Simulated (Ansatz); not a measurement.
Values for one crystal, relaxed and computed with plane-wave PAW LDA (Ansatz code); other levels are named.

- Volume per atom = 16.40 Å³
- Band gap = 2.40 eV (indirect)
- Hill bulk and shear moduli = 83.9 and 56.8 GPa
- Smallest direct gap on the standard path = 4.44 eV
- Mechanical stability = stable (all eigenvalues of C positive)
- Zone-centre stability = no imaginary mode at Γ
- Bulk modulus (Birch–Murnaghan fit) = 83.9 GPa

Question: Which of these materials gives this?
(A) BeSe, zinc blende
(B) ZnS, zinc blende
(C) GaN, zinc blende
(D) BeS, P6_422 (Be on 3c, S on 3d)

Answer: A, BeSe, zinc blende

Space group F-43m (zinc blende). The LDA relaxation kept the symmetry of its start. Scalar-relativistic: spin–orbit coupling is off unless named, which matters more the heavier the elements.

Potentials: the earlier of the program's two PAW sets. The files were generated under PBE; for other functionals the program regenerates the frozen cores, and for LDA and PBEsol the local potential too.
